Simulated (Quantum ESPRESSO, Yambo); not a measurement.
# Levels of theory for the gap of AlN

AlN (zinc blende, space group F-43m, No. 216): one geometry, one set of LDA (Quantum ESPRESSO, PseudoDojo norm-conserving, 84 Ry, without SOC) orbitals, self-energies from Yambo (6×6×6 Γ-centred k mesh, 77 bands and a 14 Ry block in the screening, 77 bands in G with the Bruneval-Gonze terminator, plasmon pole fitted at 27.2 eV).

Cell and atoms were relaxed with LDA from Materials Project entry mp-1700, within its symmetry.

```csv
level,gap Γ → X (eV),direct gap at Γ (eV),rough Yambo cost
LDA (Quantum ESPRESSO),3.27,4.46,–
exchange only (Hartree-Fock self-energy on LDA orbitals),11.81,13.20,about 1/10 (6 states)
static COHSEX@LDA,6.47,7.64,about 1/2 (3 states)
"G0W0@LDA, plasmon pole",4.85,6.09,1 (6 states)
"G0W0@LDA, multipole fit to 8 frequencies, no terminator",4.79,6.08,within a factor of two (3 states)
"G0W0@LDA, plasmon pole, no terminator",4.75,6.04,"about 1/4 (3 states, screening reused)"
```

Bare exchange has no screening and gives the widest gap; static COHSEX screens it but leaves out the frequency dependence, which G0W0 restores.

Costs are rough ratios of core time on shared machines.

Nearest settings tried, and what they do to the gap: 47 bands in W, 47 bands in G: -14 meV; 11 Ry block (89 vectors against 137): -70 meV; 4×4×4 mesh: -17 meV. So the settings aren't converged at that level.

This is not the ordinary phase of the substance; no match was found in the copy of COD used, and its stability was not checked.
